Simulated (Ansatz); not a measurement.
### Question
TaN (rock salt, Fm-3m) is relaxed with the program Ansatz at the r²SCAN level (PAW). What lattice parameters of the conventional cell result?

### Answer
a = 4.396 Å.

### Question
Is it a metal or does it have a gap at this level?

### Answer
No gap at this level.

This is a known high-temperature phase of the composition, computed here at zero pressure and temperature. The r²SCAN relaxation kept the symmetry of its start; whether a distortion lowers the energy is not shown. The run is not spin-polarised. Scalar-relativistic: spin–orbit coupling is off unless named, which matters more the heavier the elements.

Potentials: the earlier of the program's two PAW sets. The files were generated under PBE; for other functionals the program regenerates the frozen cores, and for LDA and PBEsol the local potential too.
